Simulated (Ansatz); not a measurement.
Ca (fcc (Cu type), Fm-3m) under volume change, PBEsol in the plane-wave PAW code Ansatz, scaled uniformly.

```json
[
 {"V (Å³/atom)": "36.919", "E − E(relaxed) (meV/atom)": "20.9", "P (GPa)": "1.95"},
 {"V (Å³/atom)": "38.136", "E − E(relaxed) (meV/atom)": "8.9", "P (GPa)": "1.22"},
 {"V (Å³/atom)": "39.353", "E − E(relaxed) (meV/atom)": "2.1", "P (GPa)": "0.57"},
 {"V (Å³/atom)": "40.571", "E − E(relaxed) (meV/atom)": "0.0", "P (GPa)": "0.00"},
 {"V (Å³/atom)": "41.788", "E − E(relaxed) (meV/atom)": "2.0", "P (GPa)": "-0.51"},
 {"V (Å³/atom)": "43.005", "E − E(relaxed) (meV/atom)": "?", "P (GPa)": "?"},
 {"V (Å³/atom)": "44.222", "E − E(relaxed) (meV/atom)": "?", "P (GPa)": "?"}
]
```

Task: Complete the blanks.

Result: 
- 43.005, E − E(relaxed) (meV/atom): 7.6
- 43.005, P (GPa): -0.96
- 44.222, E − E(relaxed) (meV/atom): 16.4
- 44.222, P (GPa): -1.35

Task: What does a third-order Birch–Murnaghan fit give for V₀, B₀ and B′?

Result: V₀ = 40.57 Å³/atom, B₀ = 17.9 GPa, B′ = 3.0.

The cell was relaxed with PBEsol under the symmetry of its start.

Potentials: the earlier of the program's two PAW sets. The files were generated under PBE; for other functionals the program regenerates the frozen cores, and for LDA and PBEsol the local potential too.
